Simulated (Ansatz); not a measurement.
AlP:
```cif
data_Al3P3
_chemical_formula_sum 'Al3 P3'
_space_group_name_H-M_alt 'P 1'
_space_group_IT_number 1
_cell_length_a 3.82118
_cell_length_b 3.82118
_cell_length_c 8.63246
_cell_angle_alpha 90.000
_cell_angle_beta 90.000
_cell_angle_gamma 120.000
loop_
_space_group_symop_operation_xyz
  'x, y, z'
loop_
_atom_site_label
_atom_site_type_symbol
_atom_site_fract_x
_atom_site_fract_y
_atom_site_fract_z
_atom_site_occupancy
Al1 Al 0.50000 0.00000 0.50000 1
Al2 Al 0.00000 0.50000 0.16667 1
Al3 Al 0.50000 0.50000 0.83333 1
P1 P 0.50000 0.00000 0.00000 1
P2 P 0.00000 0.50000 0.66667 1
P3 P 0.50000 0.50000 0.33333 1
```

Relaxed with PBEsol.

Decompose the optical modes at the zone centre into irreducible representations, and say which are infrared and Raman allowed.

Point group 622: Γ_opt = A2 + 2B1 + 2B2 + 3E1 + 2E2. Infrared: A2, E1. Raman: E1, E2.

Assign frequencies (DFPT, the program Ansatz at the PBEsol level (PAW); without the LO–TO term).

B1 105, E1 108, B2 110, B1 262, E2 282, E1 344, A2 406, E1 413, E2 437, B2 468 cm⁻¹.

Subscripts of B labels follow the axes of the standard setting.

Space group P6_222. The start of the workflow was typed in or built on a structure type; neither database checked (COD, Materials Project) lists it. It is not the phase usual at ambient conditions (space group No. 216). Symmetry was held in the PBEsol relaxation; of distortions, only those at the zone centre were tested.

Potentials: the later of the program's two PAW sets.
